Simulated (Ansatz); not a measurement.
WC (WC type, space group P-6m2)

```xyz
2
Lattice="2.8985 0.0000 0.0000 -1.4492 2.5102 0.0000 0.0000 0.0000 2.8277" Properties=species:S:1:pos:R:3 pbc="T T T"
W      0.0000     0.0000     0.0000
C      1.4492     0.8367     1.4139
```

Equation-of-state scan: isotropic scaling of the cell above, V₀ being its volume. Symmetry pins the atoms to their sites.

Calculation: PBEsol (plane waves to 420 eV, PAW, scalar-relativistic; Ansatz, a quantum-chemistry and plane-wave program). k mesh 19×19×17 (Γ-centred), Fermi-Dirac smearing 0.05 eV. The energy includes the smearing's −TS. Compression counts positive. With the shape held, the modulus is that of even scaling; a crystal free to change shape is softer. Spin-orbit coupling is left out, though W is heavy. WC is run without spin polarisation. WC was relaxed with its symmetry unable to fall. The zero of ΔE is the relaxed starting cell. The last digit holds for this mesh only.

```json
[
 {"V (Å³/atom)": "9.670", "ΔE (meV/atom)": "52.8"},
 {"V (Å³/atom)": "9.824", "ΔE (meV/atom)": "28.9"},
 {"V (Å³/atom)": "9.978", "ΔE (meV/atom)": "12.5"},
 {"V (Å³/atom)": "10.132", "ΔE (meV/atom)": "3.1"},
 {"V (Å³/atom)": "10.287", "ΔE (meV/atom)": "0.0"},
 {"V (Å³/atom)": "10.441", "ΔE (meV/atom)": "withheld"},
 {"V (Å³/atom)": "10.595", "ΔE (meV/atom)": "11.2"},
 {"V (Å³/atom)": "10.750", "ΔE (meV/atom)": "24.7"},
 {"V (Å³/atom)": "10.904", "ΔE (meV/atom)": "42.8"}
]
```

Task: Fit a third-order Birch-Murnaghan form (E₀, V₀, B₀, B₀′ free) to the given rows and predict ΔE at V = 10.441.

Result: Least squares on the 8 given rows: ΔE = E₀ + (9V₀B₀/16)·y²·[2 + (B₀′ − 4)y], y = (V₀/V)^(2/3) − 1, with V₀ = 10.287 Å³/atom, B₀ = 410.3 GPa (160.2 GPa = 1 eV/Å³; the term in eV is multiplied by 1000), B₀′ = 4.26, E₀ = 0.00 meV/atom; root-mean-square residual 0.02 meV/atom. At 10.441 the fit gives 2.9 meV/atom; the calculation gives 2.9 meV/atom, the same to the digits shown. For the pressure the fit gives -5.9 GPa against the computed -5.9 GPa.

(Under strain, the slope of the energy per volume gives the stress and its curvature an elastic modulus.)
